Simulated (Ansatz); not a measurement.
BN:
```
CELL_PARAMETERS angstrom
      0.00000     1.81238     1.81238
      1.81238     0.00000     1.81238
      1.81238     1.81238     0.00000
ATOMIC_POSITIONS crystal
  N  0.75000 0.75000 0.75000
  B  0.00000 0.00000 0.00000
```

Cartesian axes are those of the cell as given.

Problem. Give the high-frequency dielectric tensor and the Born effective charge tensors of the independent atoms from DFPT, PBE in the plane-wave PAW code Ansatz.

Solution. 
ε∞:
```
4.61  0.00  0.00
0.00  4.61  0.00
0.00  0.00  4.61
```
Z* of atom 1 (N), rows: field, columns: displacement, in e:
```
-1.91   0.00   0.00
 0.00  -1.91   0.00
 0.00   0.00  -1.91
```
Z* of atom 2 (B), rows: field, columns: displacement, in e:
```
1.91  0.00  0.00
0.00  1.91  0.00
0.00  0.00  1.91
```

Static charges for comparison (Bader): N1 -2.16, B2 +2.16 e. Born charges measure polarisation by displacement and can exceed these by far.

Space group F-43m (zinc blende). The cell was relaxed with PBE under the symmetry of its start.

Potentials: the later of the program's two PAW sets.
